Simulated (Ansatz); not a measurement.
**TaNb2O5: rattling a relaxed structure**

The structure comes from a proposed guess, relaxed at this level; another structure or a mixture of phases may lie lower.

Level of theory: DFT PBE, scalar-relativistic, plane waves, PAW (Ansatz). Plane waves to 420 eV, a k mesh through Γ of 10×10×6 on the computed 8-atom cell and Gaussian smearing (0.10 eV); no spin polarisation.

The cell below (8 atoms, space group C2/m (No. 12)) is relaxed within its symmetry.

```
CELL_PARAMETERS angstrom
4.56409 -2.09533 0.01491
4.56409 2.09533 0.01491
-4.49824 0.00000 4.89318
ATOMIC_POSITIONS crystal
Ta 0.00000 0.00000 0.00000
Nb 0.18792 0.18792 0.59859
Nb 0.81208 0.81208 0.40141
O 0.50000 0.50000 0.00000
O 0.69820 0.69820 0.61364
O 0.30180 0.30180 0.38636
O 0.90639 0.90639 0.19454
O 0.09361 0.09361 0.80546
```

For the test it was strained at random (σ = 1.5 % a component), the atoms were moved at random (σ = 0.05 Å), and all was relaxed again on a coarse 6×6×6 mesh (in the run’s order of axes) with 0.20 eV smearing, with no symmetry imposed.

Spin–orbit coupling, which can matter for Ta, is left out. An odd number of electrons in the primitive cell allows no gap without spin; a larger cell or a magnetic state could open one.

Problem. Is the structure stable against such a distortion?

Solution. It doesn't return. The energy falls by 10 meV/atom on that mesh, the volume changes by 1.4 %, and the end has space group Cm (No. 8) at a loose tolerance. Relaxed again on an 8×8×6 mesh with 0.10 eV smearing, the new structure lies 14 meV/atom below the first (mesh in the axes of the run's cell; the cell below is made exact in the group named). Space group Cm (No. 8), monoclinic, a = 9.463 Å, b = 4.148 Å, c = 6.480 Å, β = 131.5°. Ta has 6 O at 1.98–2.21 Å, 1 Nb at 2.72 Å, 2 Nb at 2.90 Å and 3 Nb at 3.24–3.28 Å; around Nb on its first site lie 6 O at 2.00–2.27 Å, 2 Ta at 2.90 Å, 3 Nb at 2.96–2.98 Å and 1 Ta at 3.24 Å; Nb on its second site has 6 O at 2.10–2.30 Å, 1 Ta at 2.72 Å, 3 Nb at 2.96–2.98 Å and 2 Ta at 3.28 Å; O on its first site is surrounded by 2 Ta at 2.09 Å and 2 Nb at 2.27–2.30 Å; 4 more sites not described.

```cif
data_structure
_symmetry_space_group_name_H-M 'Cm'
_symmetry_Int_Tables_number 8
_cell_length_a 9.4633
_cell_length_b 4.1478
_cell_length_c 6.4800
_cell_angle_alpha 90.000
_cell_angle_beta 131.535
_cell_angle_gamma 90.000
_cell_volume 190.39
loop_
_atom_site_label
_atom_site_type_symbol
_atom_site_symmetry_multiplicity
_atom_site_Wyckoff_symbol
_atom_site_fract_x
_atom_site_fract_y
_atom_site_fract_z
_atom_site_occupancy
Ta1 Ta 2 a 0.52070 0.50000 0.03940 1
Nb1 Nb 2 a 0.79768 0.00000 0.38732 1
Nb2 Nb 2 a 0.18387 0.00000 0.57807 1
O1 O 2 a 0.49109 0.00000 0.98887 1
O2 O 2 a 0.81556 0.50000 0.39011 1
O3 O 2 a 0.22506 0.50000 0.64578 1
O4 O 2 a 0.06435 0.00000 0.76830 1
O5 O 2 a 0.90302 0.00000 0.20216 1
```
